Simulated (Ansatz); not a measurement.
With PBE in the plane-wave PAW code Ansatz, Si$_{2}$BAs in the trigonal phase (R3m; B on 3a, As on 3a, Si on 3a, Si on 3a) relaxes to a = 3.584 Å, c = 18.189 Å. B has 4 nearest neighbours from 2.11 Å (tetrahedral); Si on 3a has 4 nearest neighbours from 2.37 Å (tetrahedral). Against the elements it lies at 0.13 eV/atom, with no fitted shifts.

Electronic character: metallic (no gap).

The bulk modulus is 99.1 GPa.

The start of the workflow was typed in or built on a structure type; neither database checked (COD, Materials Project) lists it. Its standing as an ambient phase is unchecked. The cell was relaxed with PBE under the symmetry of its start; whether a distortion lowers the energy is not shown. The volume moved by 19 % from the start of the relaxation. The references are the lowest solids computed at this level, not always the standard phases. Scalar-relativistic: spin–orbit coupling is off unless named, which matters more the heavier the elements.

Potentials: the earlier of the program's two PAW sets.
